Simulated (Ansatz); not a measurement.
## YTiGe: do energies and stresses tell the same story?

Theory: DFT r2SCAN, scalar-relativistic, plane waves, PAW in Ansatz 0.2.0.

Plane waves to 500 eV, a k mesh through Γ of 10×10×6 on the computed 6-atom cell and Gaussian smearing (0.10 eV); no spin polarisation.

Relaxed cell: P4/nmm, a = 4.056 Å, b = 4.056 Å, c = 7.659 Å, α = 90.00°, β = 90.00°, γ = 90.00°, 6 atoms in the primitive cell. Whether it is the stable form of this composition wasn't checked.

Energies at zero smearing and pressures from the stress tensor, at volumes with shape and atoms relaxed:
```tsv
V (Å³/atom)	E − E(first) (meV/atom)	P (GPa)
19.739	0.00	6.55
20.369	-18.63	3.02
20.999	-24.38	-0.01
21.629	-19.19	-2.55
22.259	-4.85	-4.68
```

Problem. Check P = −dE/dV between neighbouring volumes, and get the bulk modulus from the pressures alone.

Solution. With 1 eV/Å³ = 160.2 GPa:
```json
{"middle V (Å³/atom)": "20.054", "−ΔE/ΔV (GPa)": "4.738", "mean P (GPa)": "4.785"}
{"middle V (Å³/atom)": "20.684", "−ΔE/ΔV (GPa)": "1.462", "mean P (GPa)": "1.505"}
{"middle V (Å³/atom)": "21.314", "−ΔE/ΔV (GPa)": "-1.319", "mean P (GPa)": "-1.280"}
{"middle V (Å³/atom)": "21.944", "−ΔE/ΔV (GPa)": "-3.648", "mean P (GPa)": "-3.614"}
```

The two differ by 0.05 GPa at most. The mean of two end pressures misses the average over a step by about ΔV² P″/12, up to 0.04 GPa here; with that taken off 0.00 GPa remains. Around V = 20.999 Å³/atom, the two neighbours give B = −V ΔP/ΔV = 20.999 × 5.57 / 1.260 = 92.8 GPa, against B0 = 92.1 GPa from the Birch–Murnaghan fit of the energies.